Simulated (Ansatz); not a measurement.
Input:

TiPt3 (Cu3Au type, Pm-3m), a = 3.8994 Å, b = 3.8994 Å, c = 3.8994 Å, α = 90.00°, β = 90.00°, γ = 90.00°.

This is the PBEsol-relaxed structure.

Task: All from DFT-PBEsol in the program Ansatz with PAW potentials, unless another level is named. Predict the Debye temperature from the elastic constants.

Result: 358 K.

Task: Predict the elastic constants (relaxed ions, GPa).

Result: C11 = 387, C12 = 205, C44 = 153.

The cell was relaxed with PBEsol under the symmetry of its start; of distortions, only those at the zone centre were tested. The run is not spin-polarised. As this level gives no gap, shear constants depend on the k-mesh and smearing (Fermi–Dirac, 0.1 eV here). Spin–orbit coupling is left out wherever it is not named.

Potentials: the later of the program's two PAW sets.
